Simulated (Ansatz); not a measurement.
## Guessed and relaxed cells of SnS3

The guess for SnS3 was made by a generator: 6-connected net, bridging atoms on its edges (I4_1/amd, No. 141). The dimensions are guesses.

start.cif

```cif
data_structure
_symmetry_space_group_name_H-M 'P 1'
_symmetry_Int_Tables_number 1
_cell_length_a 7.3007
_cell_length_b 7.3007
_cell_length_c 7.3007
_cell_angle_alpha 97.451
_cell_angle_beta 97.451
_cell_angle_gamma 137.787
_cell_volume 243.91
loop_
_atom_site_label
_atom_site_type_symbol
_atom_site_fract_x
_atom_site_fract_y
_atom_site_fract_z
_atom_site_occupancy
Sn1 Sn 0.00000 0.00000 0.00000 1
Sn2 Sn 0.75000 0.25000 0.50000 1
S1 S 0.50000 0.50000 0.00000 1
S2 S 0.87500 0.62500 0.75000 1
S3 S 0.87500 0.12500 0.25000 1
S4 S 0.87500 0.12500 0.75000 1
S5 S 0.37500 0.12500 0.25000 1
S6 S 0.25000 0.75000 0.50000 1
```

Level of theory: DFT PBE, scalar-relativistic, plane waves, PAW in Ansatz. Cutoff 420 eV, Gaussian smearing, Γ-centred meshes. Cell and atoms relax on a converged mesh. In metals the finer mesh still leaves noise of several meV/atom or more. The steps can't lower the symmetry of their start. No spin polarisation.

end.cif

```cif
data_structure
_symmetry_space_group_name_H-M 'P 1'
_symmetry_Int_Tables_number 1
_cell_length_a 7.4020
_cell_length_b 7.4020
_cell_length_c 7.4020
_cell_angle_alpha 97.093
_cell_angle_beta 97.093
_cell_angle_gamma 138.855
_cell_volume 249.83
loop_
_atom_site_label
_atom_site_type_symbol
_atom_site_fract_x
_atom_site_fract_y
_atom_site_fract_z
_atom_site_occupancy
Sn1 Sn 0.00000 0.00000 0.00000 1
Sn2 Sn 0.75000 0.25000 0.50000 1
S1 S 0.50000 0.50000 0.00000 1
S2 S 0.87500 0.62500 0.75000 1
S3 S 0.87500 0.12500 0.25000 1
S4 S 0.87500 0.12500 0.75000 1
S5 S 0.37500 0.12500 0.25000 1
S6 S 0.25000 0.75000 0.50000 1
```

The symmetry stays I4_1/amd (No. 141). The volume per atom grows by 2.4 %, from 30.5 to 31.2 Å³. The shortest distance goes from 2.50 Å (Sn–S) to 2.53 Å (Sn–S).

| Property | Result |
| --- | --- |
| Volume per atom | 31.23 Å³ |
| Density | 2.86 g/cm³ |
| Formation energy | +0.56 eV/atom |
| Gap on the 8×8×8 mesh of the 8-atom cell | 0 eV (a metal) |

Formation energies are uncorrected and refer to the elements' standard structures at the same level. The references include grey tin. A positive value: parting into the elements would lower its energy.

The last run used Gaussian smearing of 0.10 eV. The reference form of S is held partly by dispersion forces, which this level lacks. Symmetry constrained the relaxation, so the result can be a saddle point. In all, the 2 runs took 2.6 min on 1 thread of Arm Neoverse V1 (shared host).
